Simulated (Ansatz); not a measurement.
Rh (fcc (Cu type), Fm-3m) under volume change, plane-wave PAW PBE (Ansatz code), scaled uniformly.

| V (Å³/atom) | E − E(relaxed) (meV/atom) | P (GPa) |
|---|---|---|
| 12.781 | 110.9 | 30.94 |
| 13.202 | 46.1 | 18.68 |
| 13.623 | 10.8 | 8.48 |
| 14.045 | 0.0 | 0.00 |
| 14.466 | 9.6 | -7.04 |
| 14.887 | 36.0 | -12.88 |
| 15.309 | 76.4 | -17.70 |

What does a third-order Birch–Murnaghan fit give for V₀, B₀ and B′?

V₀ = 14.05 Å³/atom, B₀ = 257 GPa, B′ = 5.2.

Symmetry was held in the PBE relaxation. No spin polarisation was allowed.

Potentials: the later of the program's two PAW sets.
